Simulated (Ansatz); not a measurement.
Property card for CeO$_{2}$

CeO2:
```xyz
6
Lattice="5.0255 0.0000 0.0000 0.0000 5.0255 0.0000 0.0000 0.0000 3.5917" Properties=species:S:1:pos:R:3 pbc="T T T"
Ce     2.5127     2.5127     1.7959
Ce     0.0000     0.0000     0.0000
O      4.0854     0.9401     1.7959
O      0.9401     4.0854     1.7959
O      1.5727     1.5727     0.0000
O      3.4528     3.4528     0.0000
```

Space group P4_2/mnm (No. 136), rutile; conventional cell a = b = 5.025 Å, c = 3.592 Å, α = β = γ = 90.00°.

Method: LDA in the plane-wave PAW code Ansatz. The cell and atoms are relaxed at this level. Other levels are named where they apply.

Cell and energy:

```json
{
  "volume_per_atom": "15.12 Å³",
  "density": "6.30 g/cm³",
  "Formation energy from the elements (no fitted shifts)": "-3.36 eV/atom"
}
```

Electronic structure:

```json
{
  "band_gap": "2.21 eV (indirect)",
  "valence_band_maximum": "at Γ",
  "conduction_band_minimum": "at M",
  "smallest_direct_gap_on_the_standard_path": "2.32 eV",
  "hole_effective_mass": "1.1 along z (mₑ)"
}
```

Mechanics:

```json
{
  "Bulk modulus (Birch–Murnaghan fit)": "140 GPa",
  "Pressure derivative B′": "4.7"
}
```

Dielectric response:

```json
{
  "Electronic dielectric constant ε∞ (DFPT)": "5.97 (xx = yy), 6.97 (zz)",
  "Static dielectric constant ε0 (ions relaxed, cell fixed)": "23.8 (xx = yy), 24.5 (zz)",
  "Born charges (a third of the trace)": "Ce +5.66, O -2.83 e"
}
```

Phonons:

```json
{
  "Highest zone-centre frequency (without LO–TO term)": "654 cm⁻¹",
  "zone_centre_stability": "no imaginary mode at Γ",
  "dynamical_stability_on_the_path": "unstable, down to 22i cm⁻¹"
}
```

The first step of the workflow began from a Materials Project structure, measured or hypothetical; the Crystallography Open Database copy checked does not list it. It is not the phase usual at ambient conditions (space group No. 225). The LDA relaxation kept the symmetry of its start. No spin polarisation was allowed. The 4f shell is in the valence. No Hubbard U is applied. The references are the lowest solids computed at this level, not always the standard phases (solids in place of the gases). Spin–orbit coupling is left out wherever it is not named.

Potentials: the later of the program's two PAW sets.
